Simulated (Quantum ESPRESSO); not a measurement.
Band energies of CaGa2P2

```xyz
10
Lattice="3.8409 0.0000 0.0000 -1.9205 3.3264 0.0000 0.0000 0.0000 16.4000" Properties=species:S:1:pos:R:3 pbc="T T T"
P      1.9205     1.1088     6.3061
P      0.0000     2.2176    10.0939
P      0.0000     2.2176    14.5061
P      1.9205     1.1088     1.8939
Ca     0.0000     0.0000     0.0000
Ca     0.0000     0.0000     8.2000
Ga     1.9205     1.1088    13.5223
Ga     0.0000     2.2176     2.8777
Ga     0.0000     2.2176     5.3223
Ga     1.9205     1.1088    11.0777
```

LDA (pw.x of Quantum ESPRESSO, ONCV potentials, scalar-relativistic); path ΓMKΓALHA,LM,KH; energies in eV from the valence-band maximum.

| k (1/Å) | point | band 42 | band 43 | band 44 | band 45 | band 46 | band 47 | band 48 | band 49 |
|---|---|---|---|---|---|---|---|---|---|
| 0.00 | Γ | -1.55 | -1.55 | -1.33 | -1.33 | 0.00 | 0.63 | 1.03 | 1.14 |
| 0.19 |  | -1.94 | -1.80 | -1.70 | -1.56 | -0.32 | 1.04 | 1.29 | 1.32 |
| 0.57 |  | -2.69 | -2.60 | -2.40 | -1.92 | -1.42 | 0.45 | 0.65 | 0.96 |
| 0.94 | M | -3.00 | -2.96 | -2.84 | -2.73 | -2.05 | 0.06 | 0.12 | 0.38 |
| 1.49 | K | -3.42 | -2.88 | -2.88 | -2.65 | -2.65 | 0.89 | 0.89 | 0.91 |
| 1.67 |  | -3.56 | -2.85 | -2.74 | -2.61 | -2.39 | 0.80 | 1.03 | 1.20 |
| 2.04 |  | -3.04 | -3.03 | -2.47 | -1.55 | -1.50 | 1.18 | 1.20 | 1.39 |
| 2.40 |  | -1.93 | -1.82 | -1.69 | -1.58 | -0.29 | 1.09 | 1.32 | 1.41 |
| 2.58 | Γ | -1.55 | -1.55 | -1.33 | -1.33 | 0.00 | 0.63 | 1.03 | 1.14 |
| 2.58 | A | -1.43 | -1.43 | -1.43 | -1.09 | -1.09 | 1.00 | 1.00 | 1.12 |
| 2.96 |  | -2.41 | -2.09 | -2.09 | -1.17 | -1.17 | 1.04 | 1.04 | 1.20 |
| 3.15 |  | -2.81 | -2.47 | -2.47 | -1.64 | -1.64 | 0.55 | 0.55 | 1.02 |
| 3.52 | L | -3.06 | -2.82 | -2.82 | -2.46 | -2.46 | 0.21 | 0.21 | 0.66 |
| 3.89 |  | -3.60 | -2.90 | -2.90 | -2.51 | -2.51 | 0.78 | 0.78 | 1.44 |
| 4.07 | H | -3.39 | -3.00 | -3.00 | -2.56 | -2.56 | 0.84 | 0.84 | 1.25 |
| 4.21 |  | -3.63 | -2.82 | -2.82 | -2.54 | -2.54 | 0.84 | 0.84 | 1.38 |
| 4.48 |  | -3.57 | -2.90 | -2.90 | -1.88 | -1.88 | 1.07 | 1.07 | 1.79 |
| 4.62 |  | -3.13 | -2.92 | -2.92 | -1.48 | -1.48 | 1.15 | 1.15 | 1.75 |
| 4.89 |  | -2.25 | -1.94 | -1.94 | -0.97 | -0.97 | 1.28 | 1.28 | 1.61 |
| 5.16 | A | -1.43 | -1.43 | -1.43 | -1.09 | -1.09 | 1.00 | 1.00 | 1.12 |
| 5.16 | L | -3.06 | -2.82 | -2.82 | -2.46 | -2.46 | 0.21 | 0.21 | 0.66 |
| 5.35 | M | -3.00 | -2.96 | -2.84 | -2.73 | -2.05 | 0.06 | 0.12 | 0.38 |
| 5.35 | K | -3.42 | -2.88 | -2.88 | -2.65 | -2.65 | 0.89 | 0.89 | 0.91 |
| 5.54 | H | -3.39 | -3.00 | -3.00 | -2.56 | -2.56 | 0.84 | 0.84 | 1.25 |

The LDA gap is indirect, 0.06 eV, from Γ to M; the smallest direct gap is 0.63 eV.

Spin-orbit splittings are left out.

Geometry of the Materials Project entry, not relaxed at this level.

The structure is a Materials Project entry; no match was found in the copy of COD used, and its stability was not checked.
